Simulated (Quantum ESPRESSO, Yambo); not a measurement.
**Levels of theory for the gap of LiBH4**

LiBH4 (space group P6_3mc, No. 186): one geometry, one set of norm-conserving LDA (Quantum ESPRESSO, 76 Ry, without SOC) orbitals, self-energies from Yambo (3×3×2 Γ-centred k mesh, bands 3 to 199 and a 8 Ry block in the screening, 199 bands in G with the Bruneval-Gonze terminator, plasmon pole fitted at 27.2 eV).

The geometry is that of Materials Project entry mp-2659898, symmetrised and not relaxed again.

| level | gap Γ → Γ (eV) | rough Yambo cost |
|---|---|---|
| LDA (Quantum ESPRESSO) | 6.54 | – |
| exchange only (Hartree-Fock self-energy on LDA orbitals) | 15.18 | about 1/20 (8 states) |
| static COHSEX@LDA | 11.34 | about 1/4 (2 states) |
| G0W0@LDA, plasmon pole | 9.75 | 1 (8 states) |
| G0W0@LDA, multipole fit to 8 frequencies, no terminator | 9.73 | within a factor of two (2 states) |
| G0W0@LDA, plasmon pole, no terminator | 9.73 | about 1/9 (2 states, screening reused) |

Bare exchange has no screening and gives the widest gap; static COHSEX screens it but leaves out the frequency dependence, which G0W0 restores. The mesh misses a band edge: along a dense path the LDA gap is 6.36 eV against 6.54 eV on the mesh.

Costs are rough ratios of core time on shared machines.

Nearest settings tried, and what they do to the gap: 123 bands in G: +0 meV; 123 bands in W, 123 bands in G: -23 meV; 7 Ry block (247 vectors against 313): -41 meV; 3×3×1 mesh: -29 meV. So the settings aren't converged at that level.

The structure is a Materials Project entry; no match was found in the copy of COD used, and its stability was not checked.
